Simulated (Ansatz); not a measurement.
# Profile along the V–V line in V3Si (A15, Cr3Si type)

V$_{3}$Si (A15, Cr3Si type)

```
CELL_PARAMETERS angstrom
      4.70139     0.00000     0.00000
      0.00000     4.70139     0.00000
      0.00000     0.00000     4.70139
ATOMIC_POSITIONS crystal
  V  0.25000 0.00000 0.50000
  V  0.75000 0.00000 0.50000
  V  0.00000 0.50000 0.25000
  V  0.00000 0.50000 0.75000
  V  0.50000 0.25000 0.00000
  V  0.50000 0.75000 0.00000
  Si 0.00000 0.00000 0.00000
  Si 0.50000 0.50000 0.50000
```

Fields along a shortest V–V line of a {100} plane (2.35 Å), from V to V, interpolated on the slice's grid (step about 0.2 Å). The numbers are results of PBE (plane waves to 420 eV, PAW, scalar-relativistic; Ansatz, an electronic-structure program), not measurements. k mesh 10×10×10. These are valence fields of a PAW run, semicore shells included where kept as valence: close to a nucleus they are smooth pseudo fields. The PAW data are Ansatz's earlier set. V3Si is run without spin polarisation. V3Si was relaxed with its symmetry unable to fall.

```tsv
distance from V (Å)	valence electron density (e/Å³)	electron localisation function
0.00	17.06	x
0.24	13.44	x
0.47	6.73	x
0.71	2.16	0.52
0.94	0.66	0.28
1.18	0.45	0.24
1.41	0.66	0.28
1.65	2.16	0.52
1.88	6.73	x
2.12	13.44	x
2.35	17.06	x
```

x: too close to a nucleus for the ELF to mean much.

Density on the V–V line (2.35 Å) at its midpoint: 0.45 e/Å³. ELF at that point: 0.24.
